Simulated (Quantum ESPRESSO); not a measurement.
# Planted mistakes on one cell of Zn2CaMgO4

These are calculations, not measurements. They come from pw.x of Quantum ESPRESSO 7.5, a plane-wave density functional program, with PseudoDojo standard norm-conserving files (v0.5 for PBE, v0.4.1 for LDA and PBEsol). The cells are made up: elements, strain and atom displacements were drawn at random, and nothing was relaxed. There is no spin polarisation, spin-orbit coupling or dispersion term.

The cell has 8 sites of a rocksalt lattice. Sites 1 to 4 hold Zn Zn Ca Mg; sites 5 to 8 hold O O O O. Cell vectors in Å: (4.443, -0.036, 0.067); (-0.036, 4.479, -0.022); (0.067, -0.022, 4.524). Settings: PBE, cutoff 1143 eV, 4 x 4 x 4 k mesh shifted by half a step, Fermi-Dirac smearing of 0.025 eV.

The intended run has a self-consistency threshold of 1e-07 eV, a smearing term of 0.000 eV, a pressure of -1.48 GPa and 12 iterations. Each further run changes one thing: atoms of sites 1 and 8 exchanged; k mesh 1 x 1 x 1; one electron added; smearing 0.54 eV; threshold 0.9 eV. A coarse mesh keeps the shift, and a charged cell sits in a uniform background.

```
run  change of free energy (eV)  smearing term -TS (eV)  change of P (GPa)  largest change of a force component (eV/Å)  iterations
  A                      -0.119                  -0.461               1.01                                       0.011          11
  B                      10.109                  -0.011              18.71                                       1.113          14
  C                      13.041                  -0.002              36.25                                       0.076          12
  D                       0.933                   0.000               2.58                                       0.579          11
  E                       0.423                   0.000               9.94                                       0.145           3
```

A rerun of the intended cell at 1437 eV and k mesh 6 x 6 x 6 moved values by no more than 0.002 eV in the cell's energy, 0.04 GPa in stress and 0.005 eV/Å in force.

Question: which change belongs to which run?

## Worked reading

Run E has the fewest iterations, as a run stopped early does. Run A has the largest smearing term, as wide smearing gives. Energies from files of another functional, or of a charged cell, have another zero and say nothing on stability; the pressure of a charged cell rests on the program's zero of potential too.

## Key

| run | change |
| --- | --- |
| A | smearing 0.54 eV |
| B | atoms of sites 1 and 8 exchanged |
| C | one electron added |
| D | k mesh 1 x 1 x 1 |
| E | threshold 0.9 eV |